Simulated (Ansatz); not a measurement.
**CsCl-type EuMn**

Computed with Ansatz (plane waves, PAW, 420 eV cutoff): PBEsol, scalar-relativistic, collinear spin, Γ-centred 8×8×8 mesh, 0.05 eV Gaussian smearing; PAW files: Ansatz's generated set soft_2.

```cif
data_structure
_symmetry_space_group_name_H-M 'Pm-3m'
_symmetry_Int_Tables_number 221
_cell_length_a 3.5186
_cell_length_b 3.5186
_cell_length_c 3.5186
_cell_angle_alpha 90.000
_cell_angle_beta 90.000
_cell_angle_gamma 90.000
_cell_volume 43.56
loop_
_atom_site_label
_atom_site_type_symbol
_atom_site_symmetry_multiplicity
_atom_site_Wyckoff_symbol
_atom_site_fract_x
_atom_site_fract_y
_atom_site_fract_z
_atom_site_occupancy
Eu1 Eu 1 a 0.00000 0.00000 0.00000 1
Mn1 Mn 1 b 0.50000 0.50000 0.50000 1
```

The structure was built from a prototype; whether the compound forms in it isn't claimed.

Magnetic state: ferrimagnetic, site spin moments Eu 6.73; Mn -3.53 μB.

The cell above was scaled in volume, its shape and atoms being fixed by the lattice's symmetry. Energies are counted from the cell above.

| V (Å³/atom) | ΔE (meV/atom) | P from the stress (GPa) |
| --- | --- | --- |
| 20.911 | 5.16 | 1.91 |
| 21.346 | 1.25 | 0.92 |
| 21.782 | 0.00 | 0.00 |
| 22.218 | 1.22 | -0.84 |
| 22.653 | 4.61 | -1.60 |

Problem. Do the energies and the pressures agree? Compare −ΔE/ΔV between neighbouring points (1 meV/Å³ = 0.1602 GPa) with the mean of their pressures.

Solution. 
```csv
interval (Å³/atom),−ΔE/ΔV (GPa),mean P (GPa)
20.91 to 21.35,1.4,1.4
21.35 to 21.78,0.5,0.5
21.78 to 22.22,-0.4,-0.4
22.22 to 22.65,-1.2,-1.2
```
They differ by 0.02 GPa at most.

Problem. What do the two routes give for V0, B0 and B0′?

Solution. A third-order Birch–Murnaghan fit of the energies: V0 = 21.78 Å³/atom, B0 = 45 GPa, B0′ = 4.1. A polynomial of P in ln V, with B = −dP/d ln V at P = 0: V0 = 21.78 Å³/atom, B0 = 44 GPa, B0′ = 3.6. B0′ isn't converged to its last digit.

B0·V0 = 44.7 GPa × 21.78 Å³ = 6.07 eV/atom sets the scale: near the minimum ΔE ≈ ½ B0 V0 x², with x = V/V0 − 1, and a pressure of 0.4 GPa squeezes the volume by about 1 %. At the ends of the curve: x = −4.0 % predicts 4.8 meV/atom and the run gives 5.2; x = +4.0 % predicts 4.9 meV/atom and the run gives 4.6. The lopsidedness is anharmonic: atoms resist being pushed together more than being pulled apart.

Without a U the 4f levels of Eu lie too near the Fermi level, so their share of the states there, and what hangs on it, is overstated. No spin–orbit coupling, a notable omission for heavy elements. The run wasn't fully tested for a lower electronic state. Site moments are of spin, integrated over atomic spheres. The antiparallel order was set by the start and isn't a prediction. The run is a metal.
